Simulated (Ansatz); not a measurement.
Values for one crystal, relaxed and computed with r²SCAN (plane waves, PAW; program Ansatz); other levels are named.

| Item | Result |
|---|---|
| Volume per atom | 10.72 Å³ |
| Band gap | 2.74 eV (direct) |
| Debye temperature from the elastic constants | 706 K |
| Valence-band maximum | at Γ |
| Hill bulk and shear moduli | 216 and 89.9 GPa |
| Electron effective mass | 0.62, 5.0, 6.7 mₑ (principal values) |
| Pressure derivative B′ | 5.2 |

Problem. Pick the material that matches.
A. TiO2, Pbca (Ti on 8c, O on 8c, O on 8c)
B. SiO2, P3_221 (Si on 3a, O on 6c)
C. MnF2, rutile
D. MgO, rock salt

Solution. A, TiO2, Pbca (Ti on 8c, O on 8c, O on 8c)

Symmetry was held in the r²SCAN relaxation; of distortions, only those at the zone centre were tested. No spin polarisation was allowed.

Potentials: the later of the program's two PAW sets.
